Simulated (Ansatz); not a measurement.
Cs2PdCl4:
```xyz
7
Lattice="7.5269 0.0000 0.0000 0.0000 7.5269 0.0000 0.0000 0.0000 4.6557" Properties=species:S:1:pos:R:3 pbc="T T T"
Cs     0.0000     3.7634     2.3278
Cs     3.7634     0.0000     2.3278
Pd     0.0000     0.0000     0.0000
Cl     1.6429     1.6429     0.0000
Cl     5.8840     5.8840     0.0000
Cl     5.8840     1.6429     0.0000
Cl     1.6429     5.8840     0.0000
```

Relaxed with r²SCAN.

### Question
Which orbitals make up the states near the band edges in the program Ansatz at the r²SCAN level (PAW)?

### Answer
Top 1 eV of the valence band: Pd 4d 53 %, Cl 3p 44 %. Bottom 1 eV of the conduction band: Cl 3p 49 %, Pd 4d 45 %. Projections are on Löwdin-orthogonalised atomic valence shells; empty p or d shells of many metals are not among them.

### Question
Tabulate the density of states.

### Answer
States/eV per cell of 7 atoms, in 0.25 eV bins, energy from the valence-band maximum.

```csv
E (eV),total,Cl 3p,Cs 5p,Pd 4d
-7.85,0.00,0.00,0.00,0.00
-7.60,0.00,0.00,0.00,0.00
-7.35,0.00,0.00,0.00,0.00
-7.10,0.37,0.03,0.34,0.00
-6.85,26.48,1.00,25.31,0.07
-6.60,21.14,0.32,20.65,0.03
-6.35,0.00,0.00,0.00,0.00
-6.10,0.00,0.00,0.00,0.00
-5.85,0.00,0.00,0.00,0.00
-5.60,0.00,0.00,0.00,0.00
-5.35,0.00,0.00,0.00,0.00
-5.10,0.00,0.00,0.00,0.00
-4.85,0.00,0.00,0.00,0.00
-4.60,0.00,0.00,0.00,0.00
-4.35,0.00,0.00,0.00,0.00
-4.10,11.80,7.10,0.05,4.13
-3.85,4.20,3.40,0.01,0.54
-3.60,2.35,1.27,0.06,0.98
-3.35,5.65,2.89,0.25,2.45
-3.10,0.00,0.00,0.00,0.00
-2.85,0.60,0.57,0.00,0.02
-2.60,23.03,19.35,0.24,3.01
-2.35,8.79,5.52,0.14,3.05
-2.10,5.38,4.88,0.17,0.11
-1.85,2.29,2.17,0.06,0.02
-1.60,9.55,9.22,0.10,0.04
-1.35,13.74,13.26,0.22,0.07
-1.10,3.01,2.96,0.02,0.00
-0.85,5.61,5.54,0.03,0.01
-0.60,0.57,0.08,0.00,0.47
-0.35,11.99,3.70,0.06,7.83
-0.10,19.43,6.61,0.05,12.37
0.15,0.00,0.00,0.00,0.00
0.40,0.00,0.00,0.00,0.00
0.65,0.00,0.00,0.00,0.00
0.90,0.00,0.00,0.00,0.00
1.15,0.00,0.00,0.00,0.00
1.40,0.00,0.00,0.00,0.00
1.65,0.00,0.00,0.00,0.00
1.90,0.01,0.00,0.00,0.00
2.15,4.53,2.19,0.00,2.06
2.40,3.47,1.74,0.00,1.56
2.65,0.00,0.00,0.00,0.00
2.90,0.00,0.00,0.00,0.00
3.15,0.00,0.00,0.00,0.00
3.40,0.00,0.00,0.00,0.00
3.65,0.00,0.00,0.00,0.00
3.90,0.00,0.00,0.00,0.00
4.15,0.00,0.00,0.00,0.00
4.40,0.00,0.00,0.00,0.00
4.65,0.09,0.00,0.00,0.00
4.90,0.44,0.01,0.00,0.00
5.15,1.23,0.03,0.00,0.01
5.40,2.29,0.06,0.01,0.01
5.65,2.67,0.08,0.01,0.02
5.90,2.56,0.07,0.01,0.01
6.15,3.56,0.08,0.01,0.01
6.40,2.82,0.08,0.01,0.01
6.65,3.11,0.05,0.00,0.01
6.90,3.63,0.04,0.00,0.01
```

Space group P4/mmm. The first step of the workflow began from a Materials Project structure, measured or hypothetical; the Crystallography Open Database files this formula in space group No. 123, but the cells were not matched. Its standing as an ambient phase is unchecked. The cell was relaxed with r²SCAN under the symmetry of its start; its stability against distortions is not shown here. No spin polarisation was allowed. Spin–orbit coupling is left out wherever it is not named.

Potentials: the later of the program's two PAW sets.
